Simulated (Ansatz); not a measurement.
An Ansatz (a first-principles code) run. Input:

Ansatz 0.2 input:
```yaml
crystal:
  lattice:
    - [1.396367864, -4.9723069802, 0.0]
    - [1.396367864, 4.9723069802, 0.0]
    - [0.0, 0.0, 4.220236563]
  atoms:
    - { symbol: Al, position: [0.6519042661, 0.3480957339, 0.25] }
    - { symbol: Pd, position: [0.9100874497, 0.0899125503, 0.25] }
    - { symbol: Al, position: [0.3480957339, 0.6519042661, 0.75] }
    - { symbol: Pd, position: [0.0899125503, 0.9100874497, 0.75] }
kpoints:
  mp_grid: { grid: [15, 15, 10] }
hamiltonian:
  xc: pbesol
  pseudopotentials: { kind: paw }
scf:
  occupations: { method: fermi_dirac, width: 0.1 }
phonons:
  method: dfpt
  response_accuracy: low
  eigenvectors: true
  rigid_motions: translations
```

Output (shortened):

```
Pseudopotential: Al, paw, valence charge 3
Pseudopotential: Pd, paw, valence charge 18
Functional definition: PBEsol
Crystal: 4 atoms, lattice volume = 58.604 Å³
Basis set: ecut = 420 eV, 1147 PW (Γ), exchange–correlation on 72×72×60 points (8 copies of the dense FFT grid, shifted against one another)
Bands: 26, of which v1, the nominal top of the filled ones, is band 21 counted from 1 (20 counted from 0)
Symmetry: 8 space group operations
k-points: 384 of 2250 (irreducible under 4 space group operations, time reversal used)
SCF iter   1: F=—  HF=-14865.386637 eV  |F-HF|=—  |Δ(HF+E_count)|=         —  Δρ=8.72e-3  dr2=3.76e-2  ethr=1.77e-3  ⟨swp⟩=5.5  Hψ=43775  notcnv=0
preconditioner: auto → Kerker (q_TF=auto, 2.581 Å⁻¹)
SCF iter   2: F=—  HF=-14865.380131 eV  |F-HF|=—  |Δ(HF+E_count)|=   6.51e-3  Δρ=3.22e-3  dr2=4.24e-3  ethr=8.95e-5  ⟨swp⟩=1.6  Hψ=15679  notcnv=0
SCF iter   3: F=—  HF=-14865.379368 eV  |F-HF|=—  |Δ(HF+E_count)|=   7.63e-4  Δρ=7.76e-4  dr2=1.83e-4  ethr=1.01e-5  ⟨swp⟩=2.5  Hψ=14222  notcnv=0
SCF iter   4: F=—  HF=-14865.379345 eV  |F-HF|=—  |Δ(HF+E_count)|=   2.21e-5  Δρ=1.31e-4  dr2=1.06e-5  ethr=4.35e-7  ⟨swp⟩=2.1  Hψ=14921  notcnv=0
SCF iter   5: F=—  HF=-14865.379342 eV  |F-HF|=—  |Δ(HF+E_count)|=   3.51e-6  Δρ=2.69e-5  dr2=3.93e-7  ethr=2.52e-8  ⟨swp⟩=2.5  Hψ=14848  notcnv=0
SCF iter   6: F=—  HF=-14865.379342 eV  |F-HF|=—  |Δ(HF+E_count)|=   1.77e-7  Δρ=5.06e-6  dr2=1.48e-8  ethr=9.35e-10  ⟨swp⟩=2.0  Hψ=14994  notcnv=0
SCF iter   7: F=—  HF=-14865.379342 eV  |F-HF|=—  |Δ(HF+E_count)|=   3.31e-9  Δρ=1.26e-6  dr2=4.67e-10  ethr=3.52e-11  ⟨swp⟩=2.1  Hψ=14743  notcnv=0
SCF iter   8: F=—  HF=-14865.379342 eV  |F-HF|=—  |Δ(HF+E_count)|=  6.55e-11  Δρ=2.53e-7  dr2=3.69e-11  ethr=1.11e-12  ⟨swp⟩=2.5  Hψ=18130  notcnv=0
SCF iter   9: F=-14865.379342 eV  HF=-14865.379342 eV  |F-HF|=0.00e0  |Δ(HF+E_count)|=  1.09e-11  Δρ=6.73e-8  dr2=2.58e-12  ethr=1.00e-12  ⟨swp⟩=5.0  Hψ=40982  notcnv=0
SCF 1 converged in 9 iterations: F = -14865.379342 eV  dr2 = 2.58e-12
DFPT response loops at Γ: preconditioner auto → Kerker (q_TF=auto, 2.581 Å⁻¹) (partly filled bands, converged f_vac=0.000) …
SCF converged after 9 iterations
Free energy (F): -14865.379342 eV
Harris-Foulkes:  -14865.379342 eV  (|F-HF|=0.00e0)
Internal energy: -14865.330309 eV  (E = F + TS)
E sigma→0 (E₀):  -14865.354826 eV
Entropy (-TS):   -0.049032 eV (-12.258 meV/atom)
Fermi energy:    14.900007 eV
--- Per-component energies (eV) ---
  E_band       = -428.977328
  E_kinetic    = 1079.248721
  E_local      = -5254.463736  (includes V_loc(G=0)·N_el)
  E_nonlocal   = 455.684221
  E_hartree    = 2221.409091
  E_xc         = -417.764299
  E_vxc        = -485.486035  (∫ρ·V_xc dr)
  E_paw        = -8278.928527  (= ΣΔE_a)
  E_vpaw       = -666.779140  (= ΣTr[D̂ρ^β])
  E_aug_tail   = 0.000406  (compensation charges beyond the density's cutoff)
  E_ewald      = -4671.159513
  E_core_change = 0.643326  (= ΣΔE_core)
  E_smearing   = -0.049032  (= −TS)
  E_closure    = 0.000000  (closes the sum)
  Σ components = -14865.379342   (vs F -14865.379342, Δ=0.00e0)
  [band-id]    e_kinetic+e_local+e_nonlocal+2·e_hartree+e_vxc+e_vpaw+e_augmentation_tail = -428.977381   (vs E_band -428.977328, Δ=-5.25e-5)
--- Band table (eV; the first three rows and the last of 384) ---
  k-point 0: bands = ["-70.1521", "-70.1346", "-36.0036", "-35.9290", "-35.8882", "-35.8505", "-35.7881", "-35.7705", "4.6672", "7.7267", "9.6015", "9.8383", "10.0180", "10.5963", "11.9434", "12.1957", "12.2829", "12.5217", "12.5476", "13.0036", "13.0396", …
  k-point 1: bands = ["-70.1517", "-70.1350", "-36.0029", "-35.9342", "-35.8840", "-35.8503", "-35.7877", "-35.7709", "4.7601", "7.7562", "9.6136", "9.8537", "9.9945", "10.5643", "11.9219", "12.1946", "12.2241", "12.5429", "12.5495", "12.5935", "13.0218", …
  k-point 2: bands = ["-70.1504", "-70.1363", "-36.0009", "-35.9457", "-35.8755", "-35.8501", "-35.7864", "-35.7722", "5.0350", "7.8072", "9.6429", "9.8087", "10.0034", "10.4737", "11.7384", "11.8758", "12.1111", "12.1807", "12.6144", "12.6709", "12.9669", …
  k-point 383: bands = ["-70.1433", "-70.1433", "-35.9837", "-35.9837", "-35.8533", "-35.8533", "-35.7793", "-35.7793", "7.6731", "7.6731", "8.5700", "8.5700", "10.1344", "10.1344", "10.8097", "10.8097", "11.9294", "11.9294", "12.6723", "12.6723", "12.8395", …
--- Phonons (Γ-DFPT): 6 representative perturbations + reference, on 384 of 2250 k-points (Σ response iterations 18) ---
  ASR residual: 6.184e-4 → 0.000e0 eV/Å²; symmetrization residual: 8.712e-5 eV/Å²
  ASR residual per site (eV/Å²): 1.16e-4 6.18e-4 1.16e-4 6.18e-4
  Γ frequencies (cm⁻¹): 0.00 0.00 0.00 53.69 119.33 140.07 185.17 193.56 225.68 244.24 261.26 294.44
  non-analytic LO–TO correction: not included (Born effective charges unavailable; polar crystals: no LO–TO splitting at Γ)
```

Cost: around 6 core-minutes (rough) on shared cores.

Space group Cmcm. The start of the workflow was typed in or built on a structure type; neither database checked (COD, Materials Project) lists it. Its standing as an ambient phase is unchecked. The cell was relaxed with PBEsol under the symmetry of its start; its stability against distortions is not shown here. The run is not spin-polarised. As this level gives no gap, phonon frequencies hold no LO–TO term and depend on the k-mesh and smearing (Fermi–Dirac, 0.1 eV here). Spin–orbit coupling is left out wherever it is not named.

Potentials: the later of the program's two PAW sets.

Ansatz is a plane-wave DFT program.
